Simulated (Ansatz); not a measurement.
RuW:
```
RuW
1.0
    2.76717     0.00000     0.00000
   -1.38358     2.39644     0.00000
    0.00000     0.00000     4.43858
Ru W
1 1
Direct
  0.00000   0.00000   0.50000
  0.66667   0.33333   0.00000
```

This is the r²SCAN-relaxed structure. Tensor components refer to the Cartesian frame of this cell.

Q: All from DFT-r²SCAN in the program Ansatz with PAW potentials, unless another level is named. Predict the highest zone-centre frequency.

A: 157 cm⁻¹.

Q: Give the Poisson's ratio.

A: 0.33.

Q: And the elastic constants (relaxed ions, GPa)?

A: C11 = 481, C12 = 283, C13 = 183, C33 = 609, C44 = 110.

Space group P-6m2. The workflow started from a Materials Project entry (that database holds measured and hypothetical structures alike); the Crystallography Open Database copy checked does not list it. With Ru and W taken as one species the cell has the higher symmetry P6_3/mmc, so it may be an ordered model of a mixed-site phase. Whether it is the stable phase at ambient conditions was not checked. The r²SCAN relaxation kept the symmetry of its start; its stability against distortions is not shown here. No spin polarisation was allowed. As this level gives no gap, shear constants depend on the k-mesh and smearing (Fermi–Dirac, 0.1 eV here). As this level gives no gap, phonon frequencies hold no LO–TO term and depend on the k-mesh and smearing (Fermi–Dirac, 0.1 eV here). Spin–orbit coupling is left out wherever it is not named.

Potentials: the later of the program's two PAW sets.
